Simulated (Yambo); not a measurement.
Yambo run on AgI (space group P4/nmm, No. 129). The wavefunctions are norm-conserving PBEsol (Quantum ESPRESSO, 82 Ry, without SOC) ones on a 2×2×2 mesh (26 occupied bands); a = 4.392 Å, b = 4.392 Å, c = 6.219 Å, α = 90.00°, β = 90.00°, γ = 90.00°.

Yambo input:

```
rim_cut
gw0
dyson
el_el_corr
HF_and_locXC
ppa
em1d
RandQpts= 1000000
RandGvec= 1 Ry
EXXRLvcs= 82 Ry
VXCRLvcs= 328 Ry
Chimod= "HARTREE"
% BndsRnXp
 9 | 194 |
%
NGsBlkXp= 7 Ry
% LongDrXp
 1.0 | 1.0 | 1.0 |
%
PPAPntXp= 27.2114 eV
% GbndRnge
 1 | 194 |
%
GTermKind= "none"
DysSolver= "n"
ExtendOut
% QPkrange
 1 | 1 | 26 | 27 |
%
```

k points by index: 1 = Γ.

The o-*.qp file then holds:

```
#    K-point    Band    Eo [eV]    E [eV]    E-Eo [eV]    Vxc [eV]    Vnlxc [eV]    Sc|Eo [eV]    Sc|E [eV]    dSc/dw|Eo [eV]    Re(Z)    Im(Z)
#
    1    26    0.000000    -0.473455    -0.473455    -15.59179    -18.85322    2.664203    2.787974    -7.111866    0.792795    -0.001425
    1    27    1.110525    1.510850    0.400325    -9.854476    -5.668377    -3.694277    -3.785774    -6.217545    0.814005    -0.001320
```
(The two width columns are left out.) Convergence of these settings isn't established.

Geometry relaxed with PBE+D3(BJ).

This is not the ordinary phase of the substance; no match was found in the copy of COD used, and its stability was not checked.
